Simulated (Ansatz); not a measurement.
Rb₃RhCl₆, a known structure type with other elements, at an estimated volume

```
Rb Cl Rh
1.0
     0.00000    5.32346    5.32346
     5.32346    0.00000    5.32346
     5.32346    5.32346    0.00000
Rb Cl Rh
3 6 1
Cartesian
  2.6617 2.6617 2.6617
  7.9852 7.9852 7.9852
  5.3235 5.3235 5.3235
  8.1992 5.3235 5.3235
  5.3235 8.1992 5.3235
  2.4477 5.3235 5.3235
  5.3235 2.4477 5.3235
  5.3235 5.3235 8.1992
  5.3235 5.3235 2.4477
  0.0000 0.0000 0.0000
```

Single point in Ansatz 0.2.0 with r2SCAN, no spin polarisation. Cutoff 500 eV, PAW datasets, 4×4×4 Γ-centred k mesh, fermi-dirac filling (width 0.1 eV).

(1) What is the character of the valence top and the conduction bottom?

(2) Is there a gap, and of what kind?

(3) Is the cell too large or too small?

(4) Which atom feels the largest force, and which way?

Origin: a known structure type with other elements, at an estimated volume, so it need not be a known compound.

Answers

(1) Within 0.7 eV of the edges, the states project mainly on Rh d (66 %) and Cl p (32 %) below the gap and on Rh d (54 %) and Cl p (41 %) above it.

(2) The gap is 1.82 eV, direct at the points sampled. A semilocal functional usually gives too small a gap.

(3) The pressure is -1.1 GPa (compression positive), so with the atoms held at these fractions the cell would first shrink; the forces are large, so a full relaxation may end otherwise.

(4) The largest is on Cl8 (and as large on other atoms): 1.43 eV/Å, components (0.00, 0.00, 1.43). It makes 0° with the line to a nearest neighbour, Rh10 at 2.45 Å, pointing towards it.
